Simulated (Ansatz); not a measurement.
Cu3Sn:
```cif
data_Cu12Sn4
_chemical_formula_sum 'Cu12 Sn4'
_space_group_name_H-M_alt 'Fm-3m'
_space_group_IT_number 225
_space_group_name_Hall '-F 4 2 3'
_cell_length_a 6.05241
_cell_length_b 6.05241
_cell_length_c 6.05241
_cell_angle_alpha 90.000
_cell_angle_beta 90.000
_cell_angle_gamma 90.000
loop_
_atom_site_label
_atom_site_type_symbol
_atom_site_symmetry_multiplicity
_atom_site_Wyckoff_symbol
_atom_site_fract_x
_atom_site_fract_y
_atom_site_fract_z
_atom_site_occupancy
Cu1 Cu 4 b 0.50000 0.50000 0.50000 1
Cu2 Cu 8 c 0.25000 0.25000 0.25000 1
Sn1 Sn 4 a 0.00000 0.00000 0.00000 1
```
(The calculation used a cell of 4 atoms; values per cell refer to that cell.)

Relaxed with PBEsol.

### Question
Which orbitals make up the states near the Fermi level in the program Ansatz at the PBEsol level (PAW)?

### Answer
Within 0.5 eV of the Fermi level: Sn 5p 43 %, Cu 3d 25 %, Cu 4s 11 %, Sn 5s 7 %, outside the projected shells 13 %. Projections are on Löwdin-orthogonalised atomic valence shells; empty p or d shells of many metals are not among them.

### Question
Tabulate the density of states.

### Answer
States/eV per cell of 4 atoms, in 0.25 eV bins, energy from the Fermi level.

```tsv
E (eV)	total	Cu 3d	Sn 5p	Cu 4s
-7.85	0.00	0.00	0.00	0.00
-7.60	0.10	0.01	0.05	0.04
-7.35	0.38	0.03	0.18	0.15
-7.10	0.66	0.08	0.30	0.24
-6.85	1.48	0.27	0.65	0.46
-6.60	2.33	0.56	0.95	0.61
-6.35	1.08	0.37	0.37	0.19
-6.10	0.99	0.38	0.33	0.17
-5.85	1.25	0.49	0.43	0.24
-5.60	1.39	0.61	0.46	0.25
-5.35	1.62	0.81	0.49	0.27
-5.10	2.45	1.40	0.59	0.41
-4.85	7.32	5.42	1.31	0.52
-4.60	3.72	2.89	0.57	0.22
-4.35	7.79	7.04	0.44	0.23
-4.10	13.31	12.79	0.29	0.11
-3.85	14.30	13.56	0.44	0.08
-3.60	15.19	14.40	0.42	0.10
-3.35	11.38	10.75	0.29	0.12
-3.10	1.36	1.30	0.04	0.00
-2.85	18.31	18.01	0.14	0.09
-2.60	15.84	15.38	0.25	0.13
-2.35	3.95	3.31	0.37	0.18
-2.10	2.62	1.86	0.44	0.18
-1.85	2.12	1.31	0.47	0.17
-1.60	1.81	0.98	0.48	0.16
-1.35	1.60	0.76	0.49	0.16
-1.10	1.41	0.59	0.48	0.15
-0.85	1.27	0.47	0.47	0.14
-0.60	1.13	0.37	0.44	0.12
-0.35	1.02	0.30	0.42	0.11
-0.10	0.91	0.23	0.39	0.10
0.15	0.81	0.19	0.36	0.09
0.40	0.72	0.15	0.33	0.07
0.65	0.75	0.15	0.31	0.12
0.90	0.95	0.17	0.29	0.27
1.15	1.24	0.20	0.28	0.49
1.40	1.36	0.18	0.24	0.63
1.65	1.59	0.17	0.23	0.76
1.90	1.78	0.15	0.24	0.82
2.15	1.46	0.11	0.21	0.65
2.40	1.43	0.09	0.20	0.58
2.65	1.34	0.08	0.23	0.49
2.90	1.29	0.08	0.25	0.49
3.15	1.51	0.08	0.31	0.57
3.40	1.51	0.08	0.33	0.56
3.65	1.55	0.07	0.32	0.50
3.90	1.56	0.06	0.33	0.51
4.15	1.49	0.05	0.30	0.47
4.40	1.44	0.04	0.28	0.42
4.65	1.60	0.04	0.29	0.42
```

The first step of the workflow began from a Materials Project structure, measured or hypothetical; the Crystallography Open Database copy checked does not list it. COD files the formula under space group No. 59, 63. With Cu and Sn taken as one species the cell has the higher symmetry Im-3m, so it may be an ordered model of a mixed-site phase. Its standing as an ambient phase is unchecked. Symmetry was held in the PBEsol relaxation. At this level the phase is mechanically unstable. The run is not spin-polarised. Scalar-relativistic: spin–orbit coupling is off unless named, which matters more the heavier the elements.

Potentials: the later of the program's two PAW sets.
